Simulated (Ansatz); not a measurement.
Relaxed-ion elastic tensor of BeTe (zinc blende, space group No. 216) in GPa (Voigt order), the program Ansatz at the r²SCAN level (PAW); density 5.01 g/cm³, 22.63 Å³ per atom.

```json
[
 {"": "1", "1": "101", "2": "38.3", "3": "38.3", "4": "0.0", "5": "0.0", "6": "0.0"},
 {"": "2", "1": "38.3", "2": "101", "3": "38.3", "4": "0.0", "5": "0.0", "6": "0.0"},
 {"": "3", "1": "38.3", "2": "38.3", "3": "101", "4": "0.0", "5": "0.0", "6": "0.0"},
 {"": "4", "1": "0.0", "2": "0.0", "3": "0.0", "4": "52.3", "5": "0.0", "6": "0.0"},
 {"": "5", "1": "0.0", "2": "0.0", "3": "0.0", "4": "0.0", "5": "52.3", "6": "0.0"},
 {"": "6", "1": "0.0", "2": "0.0", "3": "0.0", "4": "0.0", "5": "0.0", "6": "52.3"}
]
```

Q: Is the crystal mechanically stable?

A: Yes: the smallest eigenvalue of C is 52.3 GPa.

Q: Work out the Voigt, Reuss and Hill averages.

A: K_V = 59.3, K_R = 59.3, K_H = 59.3; G_V = 44.0, G_R = 41.4, G_H = 42.7 GPa.

Q: Give Young's modulus, Poisson's ratio, Pugh's ratio and the universal anisotropy index.

A: E = 9KG/(3K + G) = 103 GPa; ν = 0.21; K/G = 1.39 (brittle by the Pugh limit of 1.75); A_U = 5G_V/G_R + K_V/K_R − 6 = 0.32.

Q: Estimate the sound speeds and the Debye temperature.

A: v_l = √((K + 4G/3)/ρ) = 4820 m/s, v_t = √(G/ρ) = 2920 m/s, mean 3230 m/s; Θ = (h/k)(3n/4πV)^(1/3) v_m = 340 K.

Q: Give the Zener ratio and Young's modulus along [100], [110] and [111].

A: A = 2C44/(C11 − C12) = 1.66; 1/E = S11 − 2(S11 − S12 − S44/2)Γ with Γ = 0, 1/4, 1/3 gives 80.3, 108, 121 GPa.

Space group F-43m (zinc blende). The cell was relaxed with r²SCAN under the symmetry of its start; of distortions, only those at the zone centre were tested. Spin–orbit coupling is left out wherever it is not named.

Potentials: the later of the program's two PAW sets.
